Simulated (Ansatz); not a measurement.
## BaH$_{2}$: where the heat goes in a short trajectory

All numbers below come from DFT PBEsol, scalar-relativistic, plane waves, PAW in Ansatz. Settings: plane waves to 420 eV, k-mesh 2×2×2 (shifted by 0.5, 0.5, 0.5 steps), Fermi–Dirac smearing 0.1 eV. The mesh is coarse. No spin polarisation.

18 atoms start on the lattice sites below (V = 325.7 Å³, 1.04 times the source cell's; static pressure -3.30 GPa, largest force component 0.00 eV/Å) with velocities drawn for 1200 K; Nosé–Hoover thermostat aiming at the same temperature, at which the real crystal may have melted, fixed cell, 66 steps of 1 fs.

```
Ba H
1.0
    -2.26037    3.91508   -6.13498
     4.52074    0.00000   -6.13498
    -2.26037   -3.91508   -6.13498
Ba H
6 12
Cartesian
  2.2604 1.3050 -7.6687
  0.0000 -2.6101 -7.6687
  -2.2604 1.3050 -7.6687
  0.0000 2.6101 -10.7362
  -2.2604 -1.3050 -10.7362
  2.2604 -1.3050 -10.7362
  0.0000 2.6101 -7.6687
  -2.2604 -1.3050 -7.6687
  2.2604 -1.3050 -7.6687
  2.2604 1.3050 -10.7362
  0.0000 -2.6101 -10.7362
  -2.2604 1.3050 -10.7362
  0.0000 0.0000 -9.2025
  0.0000 0.0000 -3.0675
  0.0000 0.0000 -15.3374
  0.0000 0.0000 -12.2700
  0.0000 0.0000 -6.1350
  0.0000 0.0000 0.0000
```

```
t (fs) T (K) kinetic energy (meV/atom) potential energy over the first frame (meV/atom) P with the kinetic part (GPa)
   0.0   1200                      146.5                                               0.0                          -2.39
   4.0   1030                      125.7                                              20.9                          -2.07
   8.0    710                       86.6                                              60.2                          -1.42
  12.0    569                       69.4                                              77.5                          -0.95
  16.0    579                       70.7                                              76.4                          -0.76
  20.0    667                       81.4                                              66.1                          -0.78
  24.0    806                       98.4                                              49.6                          -0.99
  28.0    889                      108.5                                              40.4                          -1.23
  32.0    915                      111.7                                              38.1                          -1.49
  36.0    882                      107.6                                              43.2                          -1.68
  40.0    752                       91.8                                              60.1                          -1.68
  44.0    601                       73.3                                              79.7                          -1.53
  48.0    550                       67.1                                              86.8                          -1.37
  52.0    607                       74.1                                              80.8                          -1.25
  56.0    684                       83.5                                              72.8                          -1.15
  60.0    764                       93.3                                              64.6                          -1.12
  64.0    758                       92.5                                              67.2                          -1.05
```

T counts 3N − 3 degrees of freedom. Means over every step of the second half, not only the rows shown: T = 709 K, kinetic energy 86.5 meV/atom, potential energy 68.2 meV/atom, P = -1.35 GPa.

Question: Does the potential energy follow equipartition for harmonic vibrations?

Answer: In a harmonic crystal each vibration holds as much potential as kinetic energy on average, here 86.5 meV/atom. The run has 68.2, a ratio of 0.79. The deficit can mean that slow modes haven't yet taken up their share, that the thermostat is still feeding kinetic energy, or that the atoms found a lower arrangement than the start. The time step adds a little: a Verlet scheme lowers a mode's mean kinetic energy against its potential energy by the factor 1 − (ωΔt)²/4. So short a run gives a rough mean. T is still well under the temperature that the thermostat aims for.

Question: Split the rise of pressure into the kinetic part and the rest. Can a thermal Grüneisen parameter be estimated?

Answer: The program counts the kinetic part as N k_B T/V = 0.54 GPa. The pressure lies 1.95 GPa over the static one in all, so the forces add 1.41 GPa. For a harmonic mode with ω ∝ V^(−γ) and an amplitude that scales with the cell, the forces add (2γ − 2/3)U/V, which needs no equipartition; when U equals the kinetic energy K, this and the kinetic part 2K/(3V) sum to the Mie–Grüneisen γE_th/V. With U = N × 68.2 meV, γ = 1/3 + V ΔP_forces/(2U) = 1.50, for harmonic vibrations a mean over the modes weighted by their potential energy, for uniform scaling of the cell (in a layered or otherwise anisotropic crystal this differs from γ under hydrostatic pressure). Most solids fall between 1 and 3, and tetrahedral, framework and layered ones often lower; anharmonic motion and pressure swings in a cell of 18 atoms make this value uncertain by tenths or more. The mean pressure differs by 0.4 GPa between the two halves of this window, worth 0.4 in γ, so slow motion isn't averaged out and the value is a rough guess.

Cost: 1 run of about 4.6 core-minutes (earlier runs that led there not counted), on Intel Xeon 6975P-C (Granite Rapids) (shared hosts).